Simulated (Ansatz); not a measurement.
Here is the system:

Sc2Al:
```cif
data_Al2Sc4
_chemical_formula_sum 'Sc4 Al2'
_space_group_name_H-M_alt 'P 1'
_space_group_IT_number 1
_cell_length_a 4.79553
_cell_length_b 4.79553
_cell_length_c 6.00321
_cell_angle_alpha 90.000
_cell_angle_beta 90.000
_cell_angle_gamma 120.000
loop_
_space_group_symop_operation_xyz
  'x, y, z'
loop_
_atom_site_label
_atom_site_type_symbol
_atom_site_fract_x
_atom_site_fract_y
_atom_site_fract_z
_atom_site_occupancy
Sc1 Sc 0.00000 0.00000 0.00000 1
Sc2 Sc 0.00000 0.00000 0.50000 1
Sc3 Sc 0.33333 0.66667 0.75000 1
Sc4 Sc 0.66667 0.33333 0.25000 1
Al1 Al 0.33333 0.66667 0.25000 1
Al2 Al 0.66667 0.33333 0.75000 1
```

This is the LDA-relaxed structure.

### Question
All from LDA in the plane-wave PAW code Ansatz, unless another level is named. Predict the formation energy from the elements (no fitted shifts).

### Answer
-363 meV/atom.

### Question
Give the density of states at the Fermi level.

### Answer
1.5 states/eV per atom (mean over ±0.08 eV).

Space group P6_3/mmc. The workflow started from a Materials Project entry (that database holds measured and hypothetical structures alike); the Crystallography Open Database copy checked does not list it. Whether it is the stable phase at ambient conditions was not checked. Symmetry was held in the LDA relaxation; its stability against distortions is not shown here. No spin polarisation was allowed. The references are the lowest solids computed at this level, not always the standard phases.

Potentials: the later of the program's two PAW sets.
